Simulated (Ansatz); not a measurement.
One crystal and one scan (scan of one atom of the cell) at two levels, PBE (plane waves to 420 eV, PAW, scalar-relativistic; Ansatz, a program for electronic structure) and r2SCAN (plane waves to 500 eV, PAW, scalar-relativistic; Ansatz), each from its own relaxed cell and on its own mesh. The cell shown is that of PBE.

CuAu (CuAu type, space group P4/mmm)

```
CuAu
1.0
    2.88152     0.00000     0.00000
    0.00000     2.88152     0.00000
    0.00000     0.00000     3.61476
Cu Au
1 1
Direct
  0.50000   0.50000   0.50000
  0.00000   0.00000   0.00000
```

Scan: atom 2 (Au, nearest neighbour Cu at 2.724 Å; its periodic images, 2.9 Å or more away, move with it) is displaced along Cartesian x, direction (1.000, 0.000, 0.000) in Cartesian axes, by s. The other atoms stay.

Energies are smeared free energies. CuAu is run without spin polarisation. CuAu was relaxed with its symmetry unable to fall. Spin-orbit coupling is left out, though Au is heavy. (r2SCAN) On this mesh the relaxed cell isn't quite at rest: it carries a pressure of -0.1 GPa (compression positive) at the zero of the scan. With partly filled bands, energies and forces of such displacements shift with the k mesh and the smearing. Both scans cover s from -0.270 to 0.270 Å.

ΔE (meV/cell), each from the undisplaced structure of its own level:

```tsv
s (Å)	PBE	r2SCAN
-0.270	122	137
-0.216	79	withheld
-0.162	45	50
-0.108	20	22
-0.054	5	6
0.000	0	0
0.054	5	6
0.108	20	22
0.162	45	50
0.216	79	withheld
0.270	122	137
```

Question: Estimate the r2SCAN value at -0.216 from the PBE value there and the ratio of the two levels in the two nearest given rows on that side of the minimum.

Answer: At -0.162 and -0.270 the ratio r2SCAN/PBE averages 1.117, which gives 1.117 × 79 = 88 meV/cell. The calculation gives 88 meV/cell, +11.4 % against PBE.

(For displaced atoms, the force is minus the slope of the energy, and its curvature is a force constant, which sets phonon frequencies.)
